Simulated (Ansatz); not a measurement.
The relaxed structure here is a generated cell of CrI3: the first start was made by placing the elements on the sites of a structure type, and the end was not matched to a known phase here, so it may be hypothetical. Known forms of CrI3 include space group No. 148.

One starting cell of CrI3 (a generated trial cell of CrI3 in the ReO3 structure type) was relaxed twice with Ansatz (plane waves, PAW, scalar-relativistic): with r2SCAN at 500 eV and with PBE at 420 eV. The r2SCAN result:

```cif
data_CrI3
_chemical_formula_sum 'Cr1 I3'
_space_group_name_H-M_alt 'Pm-3m'
_space_group_IT_number 221
_space_group_name_Hall '-P 4 2 3'
_cell_length_a 5.55368
_cell_length_b 5.55368
_cell_length_c 5.55368
_cell_angle_alpha 90.000
_cell_angle_beta 90.000
_cell_angle_gamma 90.000
loop_
_atom_site_label
_atom_site_type_symbol
_atom_site_symmetry_multiplicity
_atom_site_Wyckoff_symbol
_atom_site_fract_x
_atom_site_fract_y
_atom_site_fract_z
_atom_site_occupancy
Cr1 Cr 1 a 0.00000 0.00000 0.00000 1
I1 I 3 d 0.00000 0.00000 0.50000 1
```

```
quantity                                 r2SCAN         PBE
--------------------------------  -------------  ----------
space group                               Pm-3m       Pm-3m
volume (Å³/atom)                          42.82  (withheld)
a (Å)                                     5.554  (withheld)
gap (eV, no spin-orbit coupling)           0.00  (withheld)
spin order                        ferromagnetic  (withheld)
net moment (μB/atom)                       0.84  (withheld)
```

Task: Fill in the PBE column.

Result: 
- volume (Å³/atom), PBE: 42.75
- a (Å), PBE: 5.550
- gap (eV, no spin-orbit coupling), PBE: 0.00
- spin order, PBE: ferromagnetic
- net moment (μB/atom), PBE: 0.84

Both levels end in the same structure; PBE's volume is within 0.5 % of r2SCAN's. Neither column is exact.

Spin states reached: ferromagnetic; spin orders were not searched systematically.

The run could not lose the symmetry of its start: the end is stationary, and may be a saddle point rather than a minimum.

All atoms sit on sites fixed by symmetry, so only the cell could relax.

Ansatz is an electronic-structure program.
